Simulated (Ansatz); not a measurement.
FeCo (CsCl type)

```xyz
2
Lattice="2.8451 0.0000 0.0000 0.0000 2.8451 0.0000 0.0000 0.0000 2.8451" Properties=species:S:1:pos:R:3 pbc="T T T"
Fe     0.0000     0.0000     0.0000
Co     1.4225     1.4225     1.4225
```

E(V) scan at fixed shape, V₀ the volume above. Symmetry pins the atoms to their sites.

The numbers are results of PBE (plane waves to 420 eV, PAW, scalar-relativistic; Ansatz, a first-principles code), not measurements. k mesh 16×16×16 (Γ-centred), Fermi-Dirac smearing 0.05 eV. Energies are smeared free energies. FeCo was relaxed with its symmetry unable to fall. Relaxed FeCo ends ferromagnetic. The magnetic order is the one the run started from; other orders were not tried. ΔE is measured from the relaxed starting cell.

Problem. Give the computed ΔE (meV/atom) at V/V₀ = 0.933, 0.967, 1.033, 1.050, 1.067, 1.100.

Solution. 
| V/V₀ | ΔE (meV/atom) |
|---|---|
| 0.933 | 34 |
| 0.967 | 8 |
| 1.033 | 7 |
| 1.050 | 16 |
| 1.067 | 27 |
| 1.100 | 58 |

(Under strain, the slope of the energy per volume gives the stress and its curvature an elastic modulus.)
